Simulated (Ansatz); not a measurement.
ZnS:
```
ZnS
1.0
   -1.78244     1.78244     2.52017
    1.78244    -1.78244     2.52017
    1.78244     1.78244    -2.52017
Zn S
1 1
Cartesian
  0.00000   0.00000   0.00000
  0.00000   0.00000   2.52017
```

Relaxed with r²SCAN+D4.

Map the electron localisation function on the plane through (0.000, 0.000, 0.000) spanned by u = [1, 0, 0] and v = [0, 1, 0] in lattice vectors, from plane-wave PAW r²SCAN+D4 (Ansatz code).

x is the fraction of u, y of v (the angle between them is 90°; rows are the nearest grid lines); atoms in the plane: Zn at (0.00, 0.00), S at (0.50, 0.50).
```
|    ..... .....    |
|    ...........    |
|   ...:-===-:...   |
|  ...:=*###*+:...  |
|....:+%@@@@@%+:....|
|...:+%@@@@@@@%+:...|
|..:=%@@@%%%@@@%+:..|
|..-*@@@#=-=#@@@*-..|
|..=#@@%=   =%@@#=..|
| .=#@@%-   -%@@#=. |
|..=#@@%=   =%@@#=..|
|..-*@@@#=-=#@@@*-..|
|..:+%@@@%%%@@@%=:..|
|...:+%@@@@@@@%+:...|
|....:+%@@@@@%+:....|
|  ...:+*###*=:...  |
|   ...:-===-:...   |
|    ...........    |
|    ..... .....    |
```
Scale: ten equal steps from 0.000 (start of ' ') to 0.870 (end of '@'), in the order ' .:-=+*#%@'; x runs from 0.000 to 1.00, y from 0.000 (bottom) to 1.00 (top).

The density is the valence pseudo-density with augmentation charge, so density and ELF within about 1 Å of a nucleus are not all-electron values.

Space group Fm-3m (rock salt). This is a known high-pressure phase of the composition, computed here at zero pressure and temperature. The r²SCAN+D4 relaxation kept the symmetry of its start; whether a distortion lowers the energy is not shown.

Potentials: the earlier of the program's two PAW sets.
